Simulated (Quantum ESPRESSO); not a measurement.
Mg3AlF7O, a curve over strain

Computed values, not a measurement. The program is pw.x of Quantum ESPRESSO 7.5 (plane-wave density functional theory). The cell is made up: 12 atoms on a fluorite lattice, with randomly drawn elements, strain and displacements, not relaxed. PseudoDojo standard norm-conserving files (v0.5 for PBE, v0.4.1 for LDA and PBEsol) set the functional; there is no spin polarisation, spin-orbit coupling or dispersion term, and the masses in the input are unused placeholders.

Seven runs add a strain to one cell (along z); the atoms follow the cell and are not relaxed. Stress in the table is positive in tension.

Input of the run at +0.0021:

```
&control calculation='scf', pseudo_dir='./dojo.nc.sr.pbe.v0_5.standard.upf', outdir='./o', disk_io='low', tprnfor=.true., tstress=.true. /
&system ibrav=0, nat=12, ntyp=4, nbnd=50, ecutwfc=84.00895049, nosym=.true., tot_charge=0,
 occupations='smearing', smearing='fd', degauss=0.0018374661
/
&electrons conv_thr=7.350e-09, electron_maxstep=60, /
ATOMIC_SPECIES
Al 1.0 Al.upf
F 1.0 F.upf
Mg 1.0 Mg.upf
O 1.0 O.upf
CELL_PARAMETERS angstrom
4.9795 0.0101 -0.0022
0.0101 4.9144 -0.0307
-0.0022 -0.0306 4.9474
ATOMIC_POSITIONS angstrom
Mg 0.0087 0.0468 0.0493
Mg -0.071 2.5125 2.3892
Mg 2.4726 -0.0779 2.4905
Al 2.5812 2.4929 -0.0977
F 1.1798 1.1779 1.262
F 1.318 1.1252 3.6581
O 1.3103 3.6663 1.1448
F 1.2574 3.6729 3.6802
F 3.7194 1.1536 1.1355
F 3.6617 1.3912 3.7833
F 3.7334 3.7001 1.2313
F 3.7672 3.7197 3.6792
K_POINTS automatic
5 5 5 1 1 1
```

| added strain | free energy less that of the input shown (eV) | stress xx (GPa) | stress yy (GPa) | stress zz (GPa) | stress xy (GPa) | pressure (GPa) | next band up at Gamma (eV) | iterations |
| --- | --- | --- | --- | --- | --- | --- | --- | --- |
| -0.0169 | 0.0622 | 1.45 | -3.55 | -7.51 | -1.70 | 3.21 | 1.807 | 11 |
| -0.0071 | 0.0190 | 1.70 | -3.22 | -4.17 | -1.81 | 1.90 | 1.775 | 12 |
| +0.0021 | 0.0000 | 1.91 | -2.94 | -1.20 | -1.91 | 0.74 | 1.729 | 12 |
| +0.0049 | -0.0015 | 1.97 | -2.86 | -0.32 | -1.94 | 0.40 | 1.712 | 12 |
| +0.0121 | 0.0025 | 2.11 | -2.67 | 1.85 | -2.01 | -0.43 | 1.664 | 12 |
| +0.0203 | 0.0213 | 2.26 | -2.46 | 4.23 | -2.09 | -1.34 | 1.603 | 12 |
| +0.0235 | 0.0323 | 2.31 | -2.39 | 5.13 | -2.12 | -1.68 | 1.579 | 12 |

A cubic fit gives a slope of stress zz against the added strain of 318 GPa at zero added strain, with the atoms clamped. Across the table the free energy follows the integral of the stress to within 1.1 meV. A rerun of one of the cells at 1437 eV and a 7 x 7 x 7 mesh moved values by no more than 0.005 eV in energy, 0.03 GPa in stress and 0.003 eV/Å in force. The band column is the level of band 45 at Gamma less that of band 44, whose number is half the electron count, rounded up; it comes from a band step after each run.